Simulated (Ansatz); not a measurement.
Be$_{2}$C (antifluorite type, space group Fm-3m)

```
Be2C
1.0
    0.00000     2.16420     2.16420
    2.16420     0.00000     2.16420
    2.16420     2.16420     0.00000
Be C
2 1
Cartesian
  3.24630   3.24630   3.24630
  1.08210   1.08210   1.08210
  0.00000   0.00000   0.00000
```

E(V) scan at fixed shape, V₀ the volume above. Symmetry pins the atoms to their sites.

Computed with PBE (plane waves to 420 eV, PAW, scalar-relativistic; Ansatz, a quantum-chemistry and plane-wave program). k mesh 13×13×13 (Γ-centred), Fermi-Dirac smearing 0.05 eV. The energy includes the smearing's −TS. Stress and pressure are positive under compression. Be2C was relaxed with its symmetry unable to fall. The zero of ΔE is the relaxed starting cell.

```tsv
V (Å³/atom)	ΔE (meV/atom)
5.676	141.1
5.947	74.1
6.217	30.9
6.487	withheld
6.758	0.0
7.028	6.4
7.298	24.2
7.569	51.6
7.839	87.0
```

Task: Fit a third-order Birch-Murnaghan form (E₀, V₀, B₀, B₀′ free) to the given rows and predict ΔE at V = 6.487.

Result: Least squares on the 8 given rows: ΔE = E₀ + (9V₀B₀/16)·y²·[2 + (B₀′ − 4)y], y = (V₀/V)^(2/3) − 1, with V₀ = 6.758 Å³/atom, B₀ = 201.8 GPa (160.2 GPa = 1 eV/Å³; the term in eV is multiplied by 1000), B₀′ = 3.48, E₀ = 0.00 meV/atom; root-mean-square residual 0.04 meV/atom. At 6.487 the fit gives 7.3 meV/atom; the calculation gives 7.2 meV/atom, so the interpolation is off by 0.1 (+1.4 %). For the pressure the fit gives 8.9 GPa against the computed 8.9 GPa.

(Under strain, the slope of the energy per volume gives the stress and its curvature an elastic modulus.)
